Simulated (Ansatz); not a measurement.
InPd2 in space group Pnma (No. 62; In on 4c, Pd on 4c, Pd on 4c) at seven volumes, plane-wave PAW r²SCAN (Ansatz code), shape and atoms relaxed at each. One row is withheld.

```
V (Å³/atom)  P (GPa)
-----------  -------
15.036         17.72
15.531         10.64
16.027          4.80
16.523          0.00
17.018         -3.94
17.514             ?
18.010         -9.79
```

Q: Fit the shown pressures and predict the withheld one.

A: Third-order Birch–Murnaghan: P = (3/2)B₀(x^(7/2) − x^(5/2))[1 + (3/4)(B′ − 4)(x − 1)] with x = (V₀/V)^(2/3). Least squares on the six rows gives V₀ = 16.523 Å³/atom, B₀ = 144.5 GPa, B′ = 5.57. At V = 17.514, x = 0.9619 and P = -7.16 GPa. The run itself gave -7.16 GPa.

The workflow started from a Materials Project entry (that database holds measured and hypothetical structures alike); the Crystallography Open Database copy checked does not list it. Whether it is the stable phase at ambient conditions was not checked. Symmetry was held in the r²SCAN relaxation; its stability against distortions is not shown here. The run is not spin-polarised.

Potentials: the later of the program's two PAW sets.
